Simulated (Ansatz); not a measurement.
One crystal and one scan (energy against volume) at two levels, PBE (plane waves to 420 eV, PAW, scalar-relativistic; Ansatz, a quantum-chemistry and plane-wave program) and r2SCAN (plane waves to 500 eV, PAW, scalar-relativistic; Ansatz), each from its own relaxed cell and on its own mesh.

The crystal is MgH2 (rutile); the cell is scaled evenly about its relaxed volume V₀.

E stands for the smeared free energy. MgH2 was relaxed with its symmetry unable to fall. With the shape held, the modulus is that of even scaling; a crystal free to change shape is softer.

| quantity | run 1 | run 2 |
|---|---|---|
| Lattice constant a (Å) | 4.517 | 4.484 |
| Lattice constant c (Å) | 3.013 | 2.997 |
| Relaxed volume (Å³/atom) | 10.25 | 10.04 |
| Bulk modulus at fixed cell shape B₀ (third-order Birch-Murnaghan fit) (GPa) | 51.0 | 54.1 |

Which run is which level?

Run 1 is PBE, run 2 is r2SCAN. PBE gives the higher value for: lattice constant a; lattice constant c; relaxed volume. PBE gives the lower value for: bulk modulus at fixed cell shape B₀. Neither level is exact: the differences show how much the result hangs on the functional.

(Under strain, the slope of the energy per volume gives the stress and its curvature an elastic modulus.)
